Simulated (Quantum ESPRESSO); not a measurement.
# Moving one atom in Al6MgSiN8

These are calculations, not measurements. They come from pw.x of Quantum ESPRESSO 7.5, a plane-wave density functional program, with PseudoDojo standard norm-conserving files (v0.5 for PBE, v0.4.1 for LDA and PBEsol). The cells are made up: elements, strain and atom displacements were drawn at random, and nothing was relaxed. There is no spin polarisation, spin-orbit coupling or dispersion term.

The cell has 16 sites of a wurtzite lattice (rectangular cell, doubled along c). Sites 1 to 8 hold Al Al Al Mg Si Al Al Al; sites 9 to 16 hold N N N N N N N N. Cell vectors in Å: (3.107, -0.003, -0.006); (-0.005, 5.353, 0.018); (-0.021, 0.034, 10.013). Settings: PBE, cutoff 1143 eV, 7 x 4 x 2 k mesh shifted by half a step, Fermi-Dirac smearing of 0.025 eV.

Each run shifts the N atom on site 15 along x and leaves all else fixed. Site 1 is one of its nearest neighbours. E is the free energy of the cell above the lowest run shown. The last column is band 37 less band 36 at Gamma, from a band step after each run.

| run | shift (Å) | Fx on site 15 (eV/Å) | Fx on site 1 (eV/Å) | P (GPa) | E (meV) | level step at Gamma (eV) |
| --- | --- | --- | --- | --- | --- | --- |
| 1 | -0.0798 | 0.595 | -0.319 | 8.59 | 8.4 | 0.531 |
| 2 | -0.0676 | 0.343 | -0.120 | 8.58 | 2.7 | 0.531 |
| 3 | -0.0472 | -0.078 | 0.212 | 8.58 | 0.0 | 0.532 |
| 5 | 0.0154 | -1.381 | 1.246 | 8.69 | 45.5 | 0.534 |
| 6 | 0.0298 | -1.688 | 1.490 | 8.74 | 67.6 | 0.534 |
| 7 | 0.0513 | -2.154 | 1.863 | 8.83 | 108.8 | 0.536 |
| 4 | -0.0223 | ? | ? | ? | ? | ? |

A rerun of one of these cells at 1437 eV and k mesh 9 x 6 x 4 moved values by no more than 0.005 eV in the cell's energy, 0.03 GPa in stress and 0.003 eV/Å in force.

## Worked fit

A parabola through the six runs shown gives Fx on site 15 = -1.058 - 21.07 u - 4.9 u² eV/Å, with u in Å and a scatter of 0.004 eV/Å. Minus the slope, 21.07 ± 0.12 eV/Å², is this atom's force constant along x at u = 0, with its periodic images moving too. The fitted force vanishes at u = -0.051 Å, where the energy should be lowest along this line. The error is the larger of the fit's own and the change that a cubic makes, rounded up.

## Withheld run

Question: what Fx on site 15 should run 4 give?

The fit gives -0.591 eV/Å. The calculation gave -0.592 eV/Å.

| run | shift (Å) | Fx on site 15 (eV/Å) | Fx on site 1 (eV/Å) | P (GPa) | E (meV) | level step at Gamma (eV) |
| --- | --- | --- | --- | --- | --- | --- |
| 4 | -0.0223 | -0.592 | 0.619 | 8.61 | 8.3 | 0.533 |